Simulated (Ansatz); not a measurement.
Here is the system:

NaF (rock salt)

```xyz
2
Lattice="0.0000 2.2973 2.2973 2.2973 0.0000 2.2973 2.2973 2.2973 0.0000" Properties=species:S:1:pos:R:3 pbc="T T T"
F      0.0000     0.0000     0.0000
Na     2.2973     2.2973     2.2973
```

The volume is varied about the relaxed value V₀ at fixed cell shape. Symmetry pins the atoms to their sites.

Level of theory: r2SCAN (plane waves to 500 eV, PAW, scalar-relativistic; Ansatz, an electronic-structure program). k mesh 12×12×12 (Γ-centred), Fermi-Dirac smearing 0.05 eV. The energy includes the smearing's −TS. Compression counts positive. NaF was relaxed with its symmetry unable to fall. ΔE is measured from the relaxed starting cell.

The scan covers V/V₀ from 0.940 to 1.060 in 11 points.

Task: What pressure does the cell carry at V/V₀ = 0.940?

Result: 3.89 GPa.

Task: What is ΔE at V/V₀ = 1.060?

Result: 6.6 meV/atom.

Task: What is ΔE at V/V₀ = 0.940?

Result: 8.3 meV/atom.

(Under strain, the slope of the energy per volume gives the stress and its curvature an elastic modulus.)
